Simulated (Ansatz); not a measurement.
**What DFT gives for HfCo**

```
CELL_PARAMETERS angstrom
3.21501 0.00000 0.00000
0.00000 3.21501 0.00000
0.00000 0.00000 3.21501
ATOMIC_POSITIONS crystal
Hf 0.50000 0.50000 0.50000
Co 0.00000 0.00000 0.00000
```

The numbers come from plane-wave PAW DFT (Ansatz): r2SCAN, no spin polarisation, 500 eV, 10×10×10 Γ-centred k points, fermi-dirac occupations (width 0.0473 eV). Nothing was relaxed.

Problem. Which element gives electrons and which takes them?

Solution. Bader charges in e: Hf +1.41, Co -1.41. In the mean Hf gives up most and Co takes most.

Problem. Is the cell too large or too small?

Solution. The pressure is -12.0 GPa (compression positive), so with the atoms held at these fractions the cell would first shrink.

Problem. Are the atoms at rest?

Solution. The forces vanish by the symmetry of the sites.

Problem. Is it stable against the elements?

Solution. -0.19 eV an atom against the elements' usual phases (free molecules for gases, crystals otherwise, with no correction for O₂ or N₂), so it is bound against them; other compounds may still compete. Relaxing would lower it.

Problem. Metal or insulator?

Solution. It is a metal, with about 2.7 states/eV a cell as the mean within 0.25 eV of the Fermi level, mostly Co d (64 %) and Hf d (25 %).

Origin: a database entry at a rescaled volume. Caveats: no spin polarisation, so a magnetic state may lie lower; atoms or cell far from equilibrium.
